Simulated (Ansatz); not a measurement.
Computed with DFT PBE, scalar-relativistic, plane waves, PAW (Ansatz). Settings: cutoff 420 eV, Γ-centred meshes spaced at most about 0.3 Å⁻¹, and about 0.25 Å⁻¹ or finer for metals (2π included), Gaussian smearing. No spin polarisation in the final relaxations.

These are static total energies at zero pressure.

Compare these two cells of ScIn₃SbP, each relaxed at this level.

A.

```
CELL_PARAMETERS angstrom
3.95187 0.00000 0.00000
0.00000 3.95187 0.00000
0.00000 0.00000 11.44891
ATOMIC_POSITIONS crystal
Sc 0.50000 0.50000 0.50000
In 0.00000 0.00000 0.23624
In 0.00000 0.00000 0.76376
In 0.50000 0.50000 0.00000
Sb 0.00000 0.00000 0.50000
P 0.00000 0.00000 0.00000
```

B.

```
CELL_PARAMETERS angstrom
5.48736 0.00000 0.00000
0.00000 5.48736 0.00000
0.00000 0.00000 5.79237
ATOMIC_POSITIONS crystal
Sc 0.50000 0.50000 0.00000
In 0.00000 0.50000 0.50000
In 0.50000 0.00000 0.50000
In 0.50000 0.50000 0.50000
Sb 0.00000 0.00000 0.00000
P 0.00000 0.00000 0.50000
```

Question: Which placement of the atoms is lower in energy, and by how much?

Answer: A is lower, by 0.32 eV/atom. The two share one framework of sites and differ in which element sits where. A has space group P4/mmm (No. 123), 29.8 Å³/atom and no gap on its mesh; B has space group P4/mmm (No. 123), 29.1 Å³/atom and no gap. Counting In, Sb or Sc atoms around P (for each partner element, those within 1.25 times its shortest distance or 1.15 times the sum of covalent radii, where it is the nearest in units of that sum or under 1.3), A and B both have P 6. Even the lower one lies +0.03 eV/atom against the reference forms of the elements (uncorrected), so neither is stable at this level. In A, around Sc lie 4 Sb at 2.79 Å; In on a site of symmetry 4mm has 1 P at 2.70 Å and 1 Sb at 3.02 Å; Sb has 4 Sc at 2.79 Å and 2 In at 3.02 Å; P has 6 In at 2.70–2.79 Å; 1 more site not described. In B, Sc has 2 In at 2.90 Å; In on a site of symmetry mmm is surrounded by 2 In at 2.74 Å and 2 P at 2.74 Å; around Sb lie 2 P at 2.90 Å; P is surrounded by 4 In at 2.74 Å and 2 Sb at 2.90 Å; 1 more site not described. Both come from invented guesses.

Spin–orbit coupling, which can matter for Sb, is left out. Cells relaxed within their symmetry can be saddle points.
